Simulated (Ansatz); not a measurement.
**Is this HfSn3O8 structure a true minimum?**

The structure comes from a generated guess, relaxed at this level; another structure or a mixture of phases may lie lower.

These are results of Ansatz, DFT PBE, scalar-relativistic, plane waves, PAW, not measurements. Settings: cutoff 420 eV, Γ-centred mesh 8×8×4 on the computed 12-atom cell, Gaussian smearing of 0.02 eV; no spin polarisation.

The cell below (12 atoms, space group Cm (No. 8)) is relaxed within its symmetry.

```xyz
12
Lattice="5.6632 -2.0107 0.0000 5.6632 2.0107 0.0000 -2.8743 0.0000 7.5145" Properties=species:S:1:pos:R:3 pbc="T T T"
Hf    1.1838    0.0000    0.4622
Sn    3.0022    0.0000    3.2935
Sn    1.4990    0.0000    7.0455
Sn   -0.1829    0.0000    4.2270
O     6.3476    0.0000    0.2716
O     1.0144    0.0000    2.5261
O    -0.4689    0.0000    6.2966
O     4.9891    0.0000    4.0398
O     1.7835    0.0000    4.9840
O     7.6373    0.0000    7.2285
O     9.1569    0.0000    3.4833
O     3.1894    0.0000    1.2291
```

For the test it was strained at random (σ = 1.5 % a component), the atoms were moved at random (σ = 0.10 Å), and all was relaxed again on a coarse 4×4×2 mesh (in the run’s order of axes) with 0.10 eV smearing, with no symmetry imposed.

These runs have no spin–orbit coupling, which can matter for Hf.

Problem. What happens?

Solution. It returns, within 1 meV/atom of the unmoved cell on that mesh and with the same symmetry when read at 0.1 Å. No instability shows in this cell; modes of other wave vectors, which need another repeat, aren't tested.
